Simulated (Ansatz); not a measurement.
**Calculated quadrupolar parameters for Na8MgMn2O8**

The cell is a Materials Project structure (computed, not necessarily an observed phase), atoms as given.

```
Na Mg Mn O
1.0
     5.47947    0.00000    0.00000
     2.10099    5.70142    0.00000
     0.77784    2.66346    8.80970
Na Mg Mn O
8 1 2 8
Direct
  0.02321 0.42213 0.17738
  0.53013 0.91333 0.15565
  0.52622 0.35761 0.33124
  0.03935 0.85041 0.32419
  0.03714 0.20299 0.52612
  0.68409 0.32295 0.69968
  0.04026 0.62148 0.76452
  0.55742 0.51984 0.97836
  0.46502 0.96515 0.77094
  0.54908 0.83874 0.49976
  0.00000 0.97911 0.98889
  0.23696 0.70037 0.12497
  0.83164 0.17125 0.11833
  0.74660 0.59155 0.40712
  0.30929 0.07005 0.34683
  0.64222 0.06562 0.57362
  0.44061 0.68528 0.71104
  0.75049 0.84228 0.92437
  0.10709 0.18779 0.79774
```

Sites (sets of like atoms) are named by element and the number of their first atom in this list.

Level of theory: DFT, PBE+U (U = 3.9 eV on Mn d), plane waves and PAW, scalar-relativistic, collinear spin, 420 eV cutoff, Γ-centred 4×4×3 k-points, Fermi–Dirac smearing 0.02 eV (Ansatz 0.2.0). Start moments as typed (μB): 0 0 0 0 0 0 0 0 0 -4 4 0 0 0 0 0 0 0 0 by atom.

V_zz is the principal component of the electric field gradient with the largest magnitude, η = (V_xx − V_yy)/V_zz and C_Q = eQV_zz/h.

23Na: I = 3/2, Q = 104.0 mb; ²⁵Mg: I = 5/2, Q = 199.4 mb; ⁵⁵Mn: I = 5/2, Q = 330.0 mb; O-17: I = 5/2, Q = -25.58 mb. Q values from Pyykkö, Mol. Phys. 116, 1328 (2018).

Q: What field gradients does the calculation give at each kind of site?

A: 

```
site  atoms (order as listed)                                                                    first shell  V_zz (10²¹ V/m²)     η  C_Q (MHz)
 Na1                        1                                    3 O at 2.29–2.36 Å; also 2 O at 2.75–2.93 Å             -2.35  0.69      -5.91
 Na2                        2                                                             5 O at 2.31–2.60 Å              1.90  0.78       4.79
 Na3                        3                                                             5 O at 2.38–2.72 Å              2.14  0.31       5.37
 Na4                        4                                         4 O at 2.31–2.54 Å; also 1 O at 3.28 Å             -1.05  0.60      -2.63
 Na5                        5               4 O at 2.27–2.54 Å; also 3 Na at 2.46–3.16 Å, 2 O at 3.16–3.21 Å              1.05  0.66       2.64
 Na6                        6                    3 O at 2.17–2.34 Å; also 1 Na at 2.46 Å, 2 O at 2.77–2.95 Å              2.67  0.62       6.71
 Na7                        7                                    3 O at 2.34–2.46 Å; also 2 O at 2.98–3.24 Å              1.90  0.30       4.77
 Na8                        8                                                             4 O at 2.21–2.44 Å              1.46  0.92       3.68
  Mg                        9                                                             4 O at 1.99–2.02 Å              1.75  0.57       8.42
Mn10                       10                                                             4 O at 1.88–2.03 Å             -3.65  0.30      -29.1
Mn11                       11                                                             4 O at 1.88–2.03 Å             -6.36  0.73      -50.7
 O12                       12                  1 Mn at 1.90 Å, 3 Na at 2.29–2.32 Å; also 2 Na at 2.46–2.52 Å              6.72  0.24      -4.16
 O13                       13                  1 Mn at 1.88 Å, 3 Na at 2.21–2.33 Å; also 2 Na at 2.58–2.72 Å              8.29  0.13      -5.13
 O14                       14                                            1 Mn at 1.91 Å, 6 Na at 2.34–2.77 Å              4.46  0.60      -2.76
 O15                       15                                            1 Mn at 1.88 Å, 5 Na at 2.27–2.40 Å              6.63  0.44      -4.10
 O16                       16  1 Mn at 1.93 Å, 1 Mg at 2.02 Å, 2 Na at 2.29–2.38 Å; also 4 Na at 2.54–3.28 Å             -4.46  0.89       2.76
 O17                       17                            1 Mg at 1.99 Å, 1 Mn at 2.03 Å, 3 Na at 2.17–2.42 Å              3.87  0.53      -2.40
 O18                       18                            1 Mg at 1.99 Å, 1 Mn at 2.03 Å, 3 Na at 2.41–2.44 Å             -2.57  0.93       1.59
 O19                       19                            1 Mg at 2.01 Å, 1 Mn at 2.02 Å, 3 Na at 2.34–2.54 Å              3.13  0.86      -1.93
```

At Na6 and Na7 V_zz stands upright on the plane through its three neighbours (within 11°) in each case.

Runs of this kind can end above the lowest electronic state. The magnetic order is the one that the run reached from its start moments, not necessarily the measured one; the program found signs of a lower order. Where η is near 1 the sign of V_zz means little.

The run took 5.6 min of wall time (11 min of CPU time) and 1.6 GiB at its peak, on 2 threads of Intel Xeon Processor @ 2.50GHz (Skylake/Cascade Lake) (x86_64; 62 cores open to the job, memory cap 5.0 GiB, no GPU), a shared host with a load of 0.9 a core.
